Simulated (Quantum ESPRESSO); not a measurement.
# Ga3SiN3C: a curve over one atom's position

Computed values, not a measurement. The program is pw.x of Quantum ESPRESSO 7.5 (plane-wave density functional theory). The cell is made up: 8 atoms on a wurtzite lattice, with randomly drawn elements, strain and displacements, not relaxed. PseudoDojo standard norm-conserving files (v0.5 for PBE, v0.4.1 for LDA and PBEsol) set the functional; there is no spin polarisation, spin-orbit coupling or dispersion term, and the masses in the input are unused placeholders.

Seven runs move atom 4 (Si, counted in the order of the input) along y and keep all else fixed.

Input of the run at -0.0039:

```
&control calculation='scf', pseudo_dir='./dojo.nc.sr.pbe.v0_5.standard.upf', outdir='./o', disk_io='medium', tprnfor=.true., tstress=.true. /
&system ibrav=0, nat=8, ntyp=4, nbnd=37, ecutwfc=84.00895049, nosym=.true., tot_charge=0,
 occupations='smearing', smearing='fd', degauss=0.0018374661
/
&electrons conv_thr=7.350e-09, electron_maxstep=60, /
ATOMIC_SPECIES
C 1.0 C.upf
Ga 1.0 Ga.upf
N 1.0 N.upf
Si 1.0 Si.upf
CELL_PARAMETERS angstrom
3.1392 0.0 0.0
0.0 5.4373 0.0
0.0 0.0 5.1263
ATOMIC_POSITIONS angstrom
Ga 0.0153 0.0859 0.1015
Ga 1.672 2.6571 0.0204
Ga 1.4111 0.8817 2.5595
Si -0.0663 3.3888 2.5792
N 0.0196 0.0725 1.9091
C 1.6124 2.7703 2.0311
N 1.7859 0.815 4.4373
N 0.1474 3.7315 4.4962
K_POINTS automatic
6 4 4 1 1 1
```

| shift of atom 4 along y (Å) | free energy less that of the input shown (eV) | Fx on atom 4 (eV/Å) | Fy on atom 4 (eV/Å) | Fz on atom 4 (eV/Å) | pressure (GPa) | next band up at Gamma (eV) | iterations |
| --- | --- | --- | --- | --- | --- | --- | --- |
| -0.0716 | 0.3549 | 4.660 | 5.599 | 3.178 | 16.51 | 2.278 | 12 |
| -0.0576 | 0.2775 | 4.562 | 5.459 | 3.078 | 16.26 | 2.295 | 12 |
| -0.0304 | 0.1329 | 4.372 | 5.167 | 2.883 | 15.80 | 2.323 | 12 |
| -0.0199 | 0.0793 | 4.300 | 5.048 | 2.809 | 15.62 | 2.333 | 12 |
| -0.0039 | 0.0000 | 4.189 | 4.859 | 2.696 | 15.36 | 2.347 | 12 |
| +0.0158 | -0.0933 | 4.054 | 4.615 | 2.558 | 15.04 | 2.363 | 12 |
| +0.0645 | -0.3024 | 3.728 | 3.958 | 2.226 | 14.30 | 2.393 | 12 |

A cubic fit gives dFy/dy = -12.20 eV/Å² at zero shift. Across the table the free energy follows the integral of the force to within 0.1 meV. A rerun of one of the cells at 1437 eV and a 8 x 6 x 6 mesh moved values by no more than 0.002 eV in energy, 0.04 GPa in stress and 0.003 eV/Å in force. The band column is the level of band 32 at Gamma less that of band 31, whose number is half the electron count, rounded up; it comes from a band step after each run.